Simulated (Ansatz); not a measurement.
InSb (zinc blende), relaxed with PBEsol (Ansatz, a quantum-chemistry and plane-wave program, plane waves, PAW): a = 6.519 Å, b = 6.519 Å, c = 6.519 Å, α = 90.00°, β = 90.00°, γ = 90.00°.

ΔH_f (eV/atom): -0.08
B₀ by P(V) fit (GPa): 42.7
K_Hill (GPa): 42.7
G_Hill (GPa): 20.7
Θ_D (K): 195

Task: The same phase is relaxed and computed with r²SCAN in the same code. What are the cell and these values now?

Result: a = b = c = 6.556 Å, α = β = γ = 90.00°.

- ΔH_f (eV/atom): -0.25
- B₀ by P(V) fit (GPa): 43.5
- K_Hill (GPa): 43.6
- G_Hill (GPa): 22.6
- Θ_D (K): 204

All cells were relaxed under the symmetry of their starts (and spin orders); stability against distortions was not tested throughout. Spin–orbit coupling is left out wherever it is not named.

Potentials: the later of the program's two PAW sets.

Ansatz is a plane-wave DFT program.

Formation energies count from the lowest solids of the elements computed at the same level, not from gases.
